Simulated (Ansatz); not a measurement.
Relaxation of a generated cell, TaSi2 placed in the AlB2 structure type; 3 atoms in the cell, which starts as P6/mmm (No. 191), hP3; a = b = 4.2040 Å, c = 4.5520 Å, α = β = 90.00°, γ = 120.00°. Calculation: r2SCAN (plane waves to 500 eV, PAW, scalar-relativistic; Ansatz, a first-principles code). Γ-centred k-mesh 6×6×5 on the run's cell (coarser than for final values), Fermi–Dirac smearing 0.05 eV. This is the first round of the run. 

The optimiser's lines from the output (shortened; P is positive under compression):

```
relax step   1: F+E_penalty+E_count = -11217.78105201 eV  Δ(F+E_penalty+E_count) = +0.000e0 eV  max|allowed force component| = 7.710e-17 eV/Å  Δτ_max = 0.0000 Å  P = -23.147 GPa  Ω = 69.672 Å³  (7 SCF iters, dr2 threshold 1.00e-7 eV, accepted)
relax step   2: F+E_penalty+E_count = -11218.83725329 eV  Δ(F+E_penalty+E_count) = -1.056e0 eV  max|allowed force component| = 1.789e-16 eV/Å  Δτ_max = 0.0000 Å  P = -22.107 GPa  Ω = 62.873 Å³  (8 SCF iters, dr2 threshold 3.00e-7 eV, accepted)
relax step   3: F+E_penalty+E_count = -11219.72032642 eV  Δ(F+E_penalty+E_count) = -8.831e-1 eV  max|allowed force component| = 1.943e-16 eV/Å  Δτ_max = 0.0000 Å  P = -19.729 GPa  Ω = 57.203 Å³  (7 SCF iters, dr2 threshold 3.00e-7 eV, accepted)
relax step   4: F+E_penalty+E_count = -11220.43574207 eV  Δ(F+E_penalty+E_count) = -7.154e-1 eV  max|allowed force component| = 3.084e-17 eV/Å  Δτ_max = 0.0000 Å  P = -15.107 GPa  Ω = 52.403 Å³  (8 SCF iters, dr2 threshold 3.00e-7 eV, accepted)
relax step   5: F+E_penalty+E_count = -11220.94220081 eV  Δ(F+E_penalty+E_count) = -5.065e-1 eV  max|allowed force component| = 3.269e-16 eV/Å  Δτ_max = 0.0000 Å  P = -9.271 GPa  Ω = 48.714 Å³  (7 SCF iters, dr2 threshold 3.00e-7 eV, accepted)
relax step   6: F+E_penalty+E_count = -11221.25631840 eV  Δ(F+E_penalty+E_count) = -3.141e-1 eV  max|allowed force component| = 1.234e-16 eV/Å  Δτ_max = 0.0000 Å  P = -6.003 GPa  Ω = 46.677 Å³  (6 SCF iters, dr2 threshold 3.00e-7 eV, accepted)
relax step   7: F+E_penalty+E_count = -11221.38239102 eV  Δ(F+E_penalty+E_count) = -1.261e-1 eV  max|allowed force component| = 1.234e-16 eV/Å  Δτ_max = 0.0000 Å  P = +1.330 GPa  Ω = 43.993 Å³  (7 SCF iters, dr2 threshold 3.00e-7 eV, accepted)
relax step   8: F+E_penalty+E_count = -11221.43763336 eV  Δ(F+E_penalty+E_count) = -5.524e-2 eV  max|allowed force component| = 1.604e-16 eV/Å  Δτ_max = 0.0000 Å  P = +2.480 GPa  Ω = 43.610 Å³  (6 SCF iters, dr2 threshold 3.00e-7 eV, accepted)
relax step   9: F+E_penalty+E_count = -11221.82946441 eV  Δ(F+E_penalty+E_count) = -3.918e-1 eV  max|allowed force component| = 4.626e-17 eV/Å  Δτ_max = 0.0000 Å  P = +4.754 GPa  Ω = 42.484 Å³  (7 SCF iters, dr2 threshold 3.00e-7 eV, accepted)
relax step  10: F+E_penalty+E_count = -11222.19155128 eV  Δ(F+E_penalty+E_count) = -3.621e-1 eV  max|allowed force component| = 5.551e-17 eV/Å  Δτ_max = 0.0000 Å  P = +8.618 GPa  Ω = 41.333 Å³  (6 SCF iters, dr2 threshold 3.00e-7 eV, accepted)
relax step  11: F+E_penalty+E_count = -11222.23742475 eV  Δ(F+E_penalty+E_count) = -4.587e-2 eV  max|allowed force component| = 6.785e-17 eV/Å  Δτ_max = 0.0000 Å  P = -0.214 GPa  Ω = 43.201 Å³  (7 SCF iters, dr2 threshold 3.00e-7 eV, accepted)
relax step  12: F+E_penalty+E_count = -11222.23947140 eV  Δ(F+E_penalty+E_count) = -2.047e-3 eV  max|allowed force component| = 2.961e-16 eV/Å  Δτ_max = 0.0000 Å  P = -0.063 GPa  Ω = 43.188 Å³  (5 SCF iters, dr2 threshold 3.00e-7 eV, accepted)
relax step  13: F+E_penalty+E_count = -11222.23957377 eV  Δ(F+E_penalty+E_count) = -1.024e-4 eV  max|allowed force component| = 7.401e-17 eV/Å  Δτ_max = 0.0000 Å  P = +0.002 GPa  Ω = 43.179 Å³  (5 SCF iters, dr2 threshold 3.00e-7 eV, accepted)
relax step  14: F+E_penalty+E_count = -11222.23957415 eV  Δ(F+E_penalty+E_count) = -3.778e-7 eV  max|allowed force component| = 7.401e-17 eV/Å  Δτ_max = 0.0000 Å  P = +0.001 GPa  Ω = 43.179 Å³  (3 SCF iters, dr2 threshold 1.83e-9 eV, accepted)
relax step  15: F+E_penalty+E_count = -11222.23707804 eV  Δ(F+E_penalty+E_count) = +2.496e-3 eV  max|allowed force component| = 7.401e-17 eV/Å  Δτ_max = 0.0000 Å  P = +0.000 GPa  Ω = 43.179 Å³  stress off target by 1.95e-2 GPa  SCF on the basis re-selected at this cell (its energy is not comparable with the rows above)  (7 SCF iters)
```

From the first to the last row the energy changes by -1.49 eV/atom and the volume by -38.0 %. The last row is marked as not comparable with the walk above it, whose basis was carried along; it does compare with step 1, since both stand on a basis selected at the nominal cutoff for their own cell.

Later rounds, restarted from the end of this one on a renewed k-mesh, logged 11 more steps. The final structure after all rounds: P6/mmm (No. 191), hP3; a = 4.3697 Å, b = 4.3697 Å, c = 2.6284 Å, α = 90.00°, β = 90.00°, γ = 120.00°. Between re-selections the logged energies stand on a plane-wave basis carried along with the cell. No spin polarisation in the result. The relaxed primitive cell holds an odd number of electrons. A magnetic state may lie lower.

The run could not lower the symmetry of its start; a shaken copy of this end point relaxes with r2SCAN to I4/mmm (No. 139), 0.45 eV/atom lower.

The relaxed structure here is a generated cell of TaSi2: the first start was made by placing the elements on the sites of a structure type, and the end was not matched to a known phase here, so it may be hypothetical. Known forms of TaSi2 include space group No. 181.
